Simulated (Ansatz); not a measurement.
**TiPd (Pm-3m), two-dimensional strain map**

Theory: Ansatz 0.2.0, DFT LDA, scalar-relativistic, plane waves, PAW. Cutoff 420 eV, Γ-centred 16×16×16 k-points, Gaussian smearing of 0.15 eV. No spin polarisation. Energies are free energies at this smearing, counted from the undisturbed cell; pressure is positive in compression.

The undisturbed cell (as given, not relaxed at this level; it stands at -11.6 GPa, and it needn't be the usual structure):

```yaml
crystal:
  lattice:
    - [3.18000, 0.00000, 0.00000]
    - [0.00000, 3.18000, 0.00000]
    - [0.00000, 0.00000, 3.18000]
  atoms:
    - { symbol: Ti, position: [0.50000, 0.50000, 0.50000] }
    - { symbol: Pd, position: [0.00000, 0.00000, 0.00000] }
```

The cell is strained by p along both x and y and by q along z, fractional coordinates fixed. Points are written (p, q).

Energy above the undisturbed cell in meV/atom (a dash: not computed):

```csv
p \ q,-0.030,0.000,0.030
-0.030,-42.2,-44.7,-33.9
0.000,-30.3,0.0,39.5
0.030,34.6,91.1,–
```

Pressure in GPa:

```csv
p \ q,-0.030,0.000,0.030
-0.030,3.2,-2.5,-7.4
0.000,-7.4,-11.6,-15.2
0.030,-15.2,-18.2,–
```